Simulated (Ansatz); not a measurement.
An ordered 8-atom cell of Ga4As3N on the zincblende lattice (I-42m), relaxed with r2SCAN. N has 4 Ga at 2.01 Å; Ga has 1 N at 2.01 Å and 3 As at 2.42–2.50 Å; As has 4 Ga at 2.42 Å; As has 4 Ga at 2.50 Å.

Space group I-42m (No. 121). a = 5.388 Å, b = 5.388 Å, c = 10.614 Å, α = 90.00°, β = 90.00°, γ = 90.00°

| atom | site | symmetry | x | y | z |
| --- | --- | --- | --- | --- | --- |
| N | 2a | -42m | 0.0000 | 0.0000 | 0.0000 |
| Ga | 8i | ..m | 0.2879 | 0.2879 | 0.3879 |
| As | 4d | -4.. | 0.5000 | 0.0000 | 0.2500 |
| As | 2b | -42m | 0.5000 | 0.5000 | 0.0000 |

The questions ask for values computed with Ansatz on this geometry. No magnetic order and no zero-point or thermal motion; the cell was built from a prototype and may be hypothetical.

Given (6×6×6 mesh): With r2SCAN the valence top lies at k = (-0.021, 0.016, -0.016) and the conduction bottom at Γ, 0.52 eV higher; the smallest vertical gap, at Γ, is 0.53 eV. Least and direct gap differ so little that the kind isn't settled.

Question: Estimate the gap with PBE+SOC on 6×6×6.

Answer: The PBE+SOC gap is indirect, 0.09 eV (k = (-0.021, 0.016, -0.016) to Γ), below the direct gap of 0.10 eV at Γ. Least and direct gap differ so little that the kind isn't settled. The gap differs by -0.43 eV from r2SCAN's.

Question: Estimate the gap with HSE06 on 4×4×4.

Answer: The HSE06 gap is indirect, 0.93 eV (k = (-0.021, 0.016, -0.016) to Γ), below the direct gap of 0.94 eV at Γ. Least and direct gap differ so little that the kind isn't settled. The gap differs by +0.41 eV from r2SCAN's.

Question: Estimate the gap with PBE0 on 4×4×4.

Answer: The PBE0 gap is indirect, 1.539 eV (k = (-0.021, 0.016, -0.016) to Γ), below the direct gap of 1.541 eV at Γ. Least and direct gap differ so little that the kind isn't settled. The gap differs by +1.02 eV from r2SCAN's.

Question: Roughly how does the cost of the PBE+SOC run (6×6×6) compare with r2SCAN's (6×6×6)?

Answer: About 4 times as much (6 core-minutes against 80 core-seconds, on 4 threads of Arm Neoverse V2, on a shared host).

Question: What do these levels agree on?

Answer: Direct and least gap lie within 0.04 eV at some levels, so the kind of gap isn't settled.

Only the levels marked +SOC include spin-orbit coupling.

Where an edge lies off the special points, it is a point of the mesh or the k point where a search put PBE's edge or least direct gap, reused for the other functionals, whose own edges may lie a little apart.

Gaps or overlaps of about a tenth of an eV are at the limit of these meshes: between the points read a gap can be smaller or closed.

Coordinates of k points refer to the reciprocal vectors of the primitive cell of the runs.

The meshes of the hybrids are coarse, so their gaps aren't converged to the digits shown.

Small gaps with spin-orbit coupling can be splittings of inverted bands, not the fundamental gap; semilocal functionals often invert bands that the real crystal keeps in order.

PBE's own run along the path (0.16 eV) came before the search for the edges and missed one, so it isn't listed. Gaps under 0.1 eV (PBE+SOC) can't be told from a closed one: the bands may be in normal order or already inverted, which a gap's size doesn't show.
